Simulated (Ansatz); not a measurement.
**AgW, first-principles data**

AgW:
```yaml
crystal:
  lattice:
    - [3.19376, 0.00000, 0.00000]
    - [0.00000, 3.19376, 0.00000]
    - [0.00000, 0.00000, 3.19376]
  atoms:
    - { symbol: Ag, position: [0.00000, 0.00000, 0.00000] }
    - { symbol: W, position: [0.50000, 0.50000, 0.50000] }
```

Space group Pm-3m (No. 221), CsCl type; conventional cell a = b = c = 3.1938 Å, α = β = γ = 90.00°.

Method: DFT-r²SCAN in the program Ansatz with PAW potentials. The cell and atoms are relaxed at this level. Other levels are named where they apply.

Cell and energy:

```yaml
volume_per_atom: 16.29 Å³
density: 14.87 g/cm³
Formation energy from the elements (no fitted shifts): 1.29 eV/atom
```

Electronic structure:

```yaml
electronic_character: metallic (no gap)
Density of states at the Fermi level: 1.4 states/eV per atom (mean over ±0.08 eV)
Gap with spin–orbit coupling: none (metallic)
```

Mechanics:

```yaml
Bulk modulus (Birch–Murnaghan fit): 217 GPa
Pressure derivative B′: 4.9
Elastic constants (relaxed ions, GPa): C11 = 60.8, C12 = 296, C44 = 139
mechanical_stability: unstable (C has a negative eigenvalue)
```

Charges:

```yaml
bader_charges: Ag -0.57, W +0.57 e
```

The start of the workflow was typed in or built on a structure type; neither database checked (COD, Materials Project) lists it. Its standing as an ambient phase is unchecked. The r²SCAN relaxation kept the symmetry of its start. The run is not spin-polarised. Its formation energy is positive at this level, so the cell may be metastable or incomplete. As this level gives no gap, shear constants depend on the k-mesh and smearing (Fermi–Dirac, 0.1 eV here). The references are the lowest solids computed at this level, not always the standard phases. Spin–orbit coupling is left out wherever it is not named.

Potentials: the later of the program's two PAW sets.
